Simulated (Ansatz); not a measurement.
# Si₃N₄: gradients before and after relaxing the atoms

Start: a COD entry (perhaps calculated rather than measured), taken as it stands.

```xyz
14
Lattice="7.5585 0.0000 0.0000 -3.7793 6.5459 0.0000 0.0000 0.0000 2.8855" Properties=species:S:1:pos:R:3 pbc="T T T"
Si   -1.5862    5.0239    0.7214
Si    2.4146    1.1383    2.1641
Si    0.2215    2.6602    0.7214
Si    5.3654    1.5219    2.1641
Si    1.3647    5.4075    0.7214
Si    3.5578    3.8856    2.1641
N     2.3840    0.1938    0.7214
N     1.0242    2.1614    2.1641
N     6.1987    1.9677    0.7214
N     1.3953    6.3521    2.1641
N     2.7551    4.3844    0.7214
N    -2.4195    4.5782    2.1641
N     0.0000    4.3639    0.7214
N     3.7793    2.1820    2.1641
```

Sites (sets of like atoms) are named by element and the number of their first atom in this list.

Level of theory: DFT, PBE, plane waves and PAW (field gradients read without the response of the frozen cores, which leaves them typically 4 to 6 % off), scalar-relativistic, 420 eV cutoff, Γ-centred 4×4×10 k-points, Fermi–Dirac smearing 0.02 eV (Ansatz 0.2.0).

The largest force at the start is 0.053 eV/Å. Relaxing the ions at fixed cell moves them by 0.009 Å at most (atom 3, Si) and 0.008 Å rms.

| site | atom | moved (Å) | first shell before | first shell after | V_zz before (10²¹ V/m²) | η before |
| --- | --- | --- | --- | --- | --- | --- |
| Si | 1 | 0.009 | 4 N at 1.72–1.73 Å | 4 N at 1.72–1.73 Å | 0.93 | 0.27 |
| N7 | 7 | 0.008 | 3 Si at 1.72–1.73 Å | 3 Si at 1.72–1.73 Å | -4.95 | 0.06 |
| N13 | 13 | 0.000 | 3 Si at 1.72 Å | 3 Si at 1.72 Å | -4.89 | 0.00 |

Q: What are V_zz and η after the relaxation?

A: 

```json
{"site": "Si", "atom": "1", "V_zz after": "0.93", "η after": "0.24", "change of V_zz": "0.00"}
{"site": "N7", "atom": "7", "V_zz after": "-4.94", "η after": "0.07", "change of V_zz": "+0.01"}
{"site": "N13", "atom": "13", "V_zz after": "-4.88", "η after": "0.00", "change of V_zz": "+0.01"}
```

No V_zz moves by more than 0.02.

At this cell the PBE pressure is 11 GPa, so with PBE the cell would grow if it were relaxed. The entry's cell may itself be off.
